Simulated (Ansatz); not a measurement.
Li₂Pt, DFT, LDA, all-electron PAW with datasets made for the crystal, scalar-relativistic (Ansatz 0.2.0), run on 1 thread of Arm Neoverse V1 on a shared host.

The geometry is COD entry 1523301, unchecked; take it as a test cell. The listed cell was then made from it by scaling, straining or moving an atom.

Command: `ansatz run input.yaml --threads 1 --pin off --max-ram 4096MiB --backend cpu --events-out ev --progress --plain --runs-dir out`

```yaml
crystal:
  lattice:
    - [4.2137216421, 0.0, 0.0]
    - [-2.106860821, 3.6491899866, 0.0]
    - [0.0, 0.0, 2.6786230301]
  atoms:
    - { symbol: Li, position: [0.3333333333, 0.6666666667, 0.5] }
    - { symbol: Li, position: [0.6666666667, 0.3333333333, 0.5] }
    - { symbol: Pt, position: [0.0, 0.0, 0.0] }
kpoints:
  mp_grid: { grid: [9, 9, 12] }
scf:
  occupations: { method: fermi_dirac, width: 0.03 }
hamiltonian:
  xc: lda
  pseudopotentials: { kind: all_electron, datasets: crystal }
output:
  forces: true
  stress: true
  eigenvalues: true
  efg: { contact_densities: true }
```

Problem. How large is the problem that the program sets up?

Solution. 84 irreducible k-points, 439 plane waves at Γ, 16 bands.

Problem. About how long does it take, and how much memory does it use?

Solution. 13 s of wall time for 9 SCF iterations, with a peak of 0.53 GiB. Times on shared machines scatter by tens of per cent.

Problem. And the same cell and mesh by PAW with the default files, asked for forces, stress, eigenvalues, efg, on the same hardware?

Solution. 5.3 s, peak memory 0.37 GiB.
